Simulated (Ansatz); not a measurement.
Input:

YSi2:
```
YSi2
1.0
    0.00000     3.29791     3.29791
    3.29791     0.00000     3.29791
    3.29791     3.29791     0.00000
Y Si
1 2
Direct
  0.00000   0.00000   0.00000
  0.25000   0.25000   0.25000
  0.75000   0.75000   0.75000
```

This is the PBE-relaxed structure.

**Question.** All from the program Ansatz at the PBE level (PAW), unless another level is named. Estimate the electronic character.

**Answer.** metallic (no gap).

**Question.** What about the formation energy from the elements (no fitted shifts)?

**Answer.** 0.19 eV/atom.

**Question.** Predict the density of states at the Fermi level.

**Answer.** 0.62 states/eV per atom (mean over ±0.08 eV).

Space group Fm-3m (fluorite). A made-up cell: these elements were put on the sites of a structure type; neither database checked (COD, Materials Project) lists it. COD files the formula under space group No. 191, so this cell is another polymorph or a model. Its standing as an ambient phase is unchecked. Symmetry was held in the PBE relaxation; its stability against distortions is not shown here. The run is not spin-polarised. The references are the lowest solids computed at this level, not always the standard phases. Scalar-relativistic: spin–orbit coupling is off unless named, which matters more the heavier the elements.

Potentials: the later of the program's two PAW sets.
